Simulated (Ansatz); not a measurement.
The start is a randomly generated symmetric cell of V (space group No. 139). The structure is fully relaxed (lattice and positions, P = 0) with r2SCAN (plane waves to 500 eV, PAW, scalar-relativistic; Ansatz, a program for electronic structure). The first steps use a coarse 13×13×13 k-mesh.

Starting cell:
```
V
1.0
   -1.68481     1.68481     4.33292
    1.68481    -1.68481     4.33292
    1.68481     1.68481    -4.33292
V
3
Direct
  0.15161   0.15161   0.00000
  0.84839   0.84839   0.00000
  0.50000   0.50000   0.00000
```
Spin-polarised start, with parallel moments on V.

```json
{
 "initial_pressure": "-15.3 GPa (negative: the cell is under tension)",
 "outcome": "The space group goes from I4/mmm (No. 139) to Im-3m (No. 229); the end is bcc (W type), with 1 atom in the primitive cell",
 "band_gap_at_the_end": "zero (metallic)",
 "optimiser_moves": "7"
}
```

The end point of the relaxation:

```cif
data_V2
_chemical_formula_sum 'V2'
_space_group_name_H-M_alt 'Im-3m'
_space_group_IT_number 229
_space_group_name_Hall '-I 4 2 3'
_cell_length_a 2.98470
_cell_length_b 2.98470
_cell_length_c 2.98470
_cell_angle_alpha 90.000
_cell_angle_beta 90.000
_cell_angle_gamma 90.000
loop_
_atom_site_label
_atom_site_type_symbol
_atom_site_symmetry_multiplicity
_atom_site_Wyckoff_symbol
_atom_site_fract_x
_atom_site_fract_y
_atom_site_fract_z
_atom_site_occupancy
V1 V 2 a 0.00000 0.00000 0.00000 1
```
(The calculation used a cell of 1 atom; values per cell refer to that cell.)

Final values are on a 22×22×22 k-mesh of the relaxed cell. No spin polarisation in the result: the starting moments vanished.

The run could not lose the symmetry of its start.
